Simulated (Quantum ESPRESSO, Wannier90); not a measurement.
## MoF6 (Im-3m): Wannier90 run

```xyz
7
Lattice="-3.1673 3.1673 3.1673 3.1673 -3.1673 3.1673 3.1673 3.1673 -3.1673" Properties=species:S:1:pos:R:3 pbc="T T T"
Mo     0.0000     0.0000     0.0000
F      0.0000     0.0000    -1.8328
F      0.0000     0.0000     1.8328
F     -1.8328     0.0000     0.0000
F      1.8328     0.0000     0.0000
F      0.0000    -1.8328     0.0000
F      0.0000     1.8328     0.0000
```

Materials Project entry mp-558836; symmetrised, unrelaxed at this level. Not found in the COD (Crystallography Open Database) copy used, which has the formula in other groups; not checked further. Method: PBEsol plane waves in Quantum ESPRESSO 7.5 (PseudoDojo norm-conserving files, 68 Ry, no spin polarisation, no spin-orbit coupling), Bloch states on a 4×4×4 mesh through Γ, Wannier90 4.0.1. Density: 8×8×8 mesh, cold smearing 0.01 Ry.

Valence charges of the files: Mo 14, F 7. 49 bands were computed.

Isolated groups of bands, relative to the valence-band maximum (bands from 32 on overlap up to the last one computed):

```tsv
bands	from (eV)	to (eV)	filling	weight on atomic waves
1	-60.71	-60.71	filled	Mo 4s 97 %
2–4	-34.96	-34.96	filled	Mo 4p 95 %
5–7	-20.20	-20.06	filled	F 2s 85 %, Mo 4d 10 %, Mo 5s 5 %
8–10	-19.27	-19.15	filled	F 2s 97 %
11–12	-4.17	-3.61	filled	F 2p 69 %, Mo 4d 22 %, F 2s 7 %
13–15	-3.27	-3.07	filled	F 2p 63 %, Mo 4d 36 %
16	-2.77	-2.02	filled	F 2p 92 %
17–25	-1.54	-0.38	filled	F 2p 98 %
26–28	-0.16	0.00	filled	F 2p 100 %
29–31	4.29	4.43	empty	Mo 4d 60 %, F 2p 36 %
```

Wanted is a model with the orbitals Mo d, F p, without the filled groups that are mainly made of other shells (semicore states, and anion s where it isn't named); all higher bands stay in for disentanglement.

Question: Give num_wann, exclude_bands and num_bands, and the number of electrons that the model holds.

Answer: Electrons: 1×14 + 6×7 = 56, which fill 28 bands.
num_wann = 1×5 + 6×3 = 23.
exclude_bands = 1-10, 10 bands, so num_bands = 49 − 10 = 39.
The model holds 56 − 2×10 = 36 electrons. With the window frozen to 5.79 eV it follows pw.x to 0.2 meV rms (states up to 5.3 eV relative to the valence-band maximum).
